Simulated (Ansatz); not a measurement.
SnS₂:
```
CELL_PARAMETERS angstrom
     -2.89176     2.89176     4.97639
      2.89176    -2.89176     4.97639
      2.89176     2.89176    -4.97639
ATOMIC_POSITIONS crystal
  Sn 0.75000 0.25000 0.50000
  Sn 0.00000 0.00000 0.00000
  S  0.87500 0.86972 0.49472
  S  0.13028 0.62500 0.00528
  S  0.37500 0.38028 0.50528
  S  0.61972 0.12500 0.99472
```

Relaxed with PBEsol. Special points in fractions of this cell's reciprocal vectors: Γ (0.000, 0.000, 0.000); X (0.000, 0.000, 0.500); P (0.250, 0.250, 0.250); N (0.000, 0.500, 0.000); M (0.500, 0.500, -0.500); S (0.334, 0.666, -0.334); S0 (-0.334, 0.334, 0.334); R (-0.169, 0.169, 0.500); G (0.500, 0.500, -0.169).

Question: List the band energies nearest the valence-band maximum at these points for DFT-PBEsol in the program Ansatz with PAW potentials.

Answer: In eV from the valence-band maximum; about four levels below and three above (degenerate sets whole), none deeper than 8.9 eV; points with the same levels are listed once.

| k | below | above |
|---|---|---|
| Γ | -1.55 -1.55 -0.24 -0.24 0.00 | 1.74 2.83 3.03 |
| X | -0.68 -0.68 -0.19 -0.19 | 2.35 2.35 4.41 4.41 |
| P | -0.55 -0.55 -0.44 -0.44 | 2.47 2.47 4.42 4.42 |
| N | -0.99 -0.81 -0.55 -0.25 | 2.77 3.01 4.27 |
| M | -1.52 -1.52 -0.45 -0.45 | 2.47 2.47 3.15 3.15 |
| S | -1.26 -0.73 -0.65 -0.15 | 2.62 2.94 3.46 |
| R | -0.79 -0.79 -0.31 -0.31 | 2.55 2.55 4.39 4.39 |

Space group I-42d. The first step of the workflow began from a Materials Project structure, measured or hypothetical; the Crystallography Open Database copy checked does not list it. It is not the phase usual at ambient conditions (space group No. 164). Symmetry was held in the PBEsol relaxation; its stability against distortions is not shown here. Scalar-relativistic: spin–orbit coupling is off unless named, which matters more the heavier the elements.

Potentials: the later of the program's two PAW sets.
